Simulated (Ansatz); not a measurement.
ZrGe in space group Pnma (No. 62; Zr on 4c, Ge on 4c) under volume change, r²SCAN in the plane-wave PAW code Ansatz, shape and atoms relaxed at each volume.

```json
[
 {"V (Å³/atom)": "17.113", "E − E(relaxed) (meV/atom)": "74.0", "P (GPa)": "15.25"},
 {"V (Å³/atom)": "17.677", "E − E(relaxed) (meV/atom)": "31.1", "P (GPa)": "9.32"},
 {"V (Å³/atom)": "18.241", "E − E(relaxed) (meV/atom)": "7.3", "P (GPa)": "4.28"},
 {"V (Å³/atom)": "18.805", "E − E(relaxed) (meV/atom)": "0.0", "P (GPa)": "0.00"},
 {"V (Å³/atom)": "19.369", "E − E(relaxed) (meV/atom)": "6.6", "P (GPa)": "-3.64"},
 {"V (Å³/atom)": "19.933", "E − E(relaxed) (meV/atom)": "24.9", "P (GPa)": "-6.71"},
 {"V (Å³/atom)": "20.498", "E − E(relaxed) (meV/atom)": "53.2", "P (GPa)": "-9.29"}
]
```

What does a third-order Birch–Murnaghan fit give for V₀, B₀ and B′?

V₀ = 18.81 Å³/atom, B₀ = 131 GPa, B′ = 4.5.

The first step of the workflow began from a Materials Project structure, measured or hypothetical; the Crystallography Open Database copy checked does not list it. Its standing as an ambient phase is unchecked. The cell was relaxed with r²SCAN under the symmetry of its start; its stability against distortions is not shown here. The run is not spin-polarised.

Potentials: the later of the program's two PAW sets.
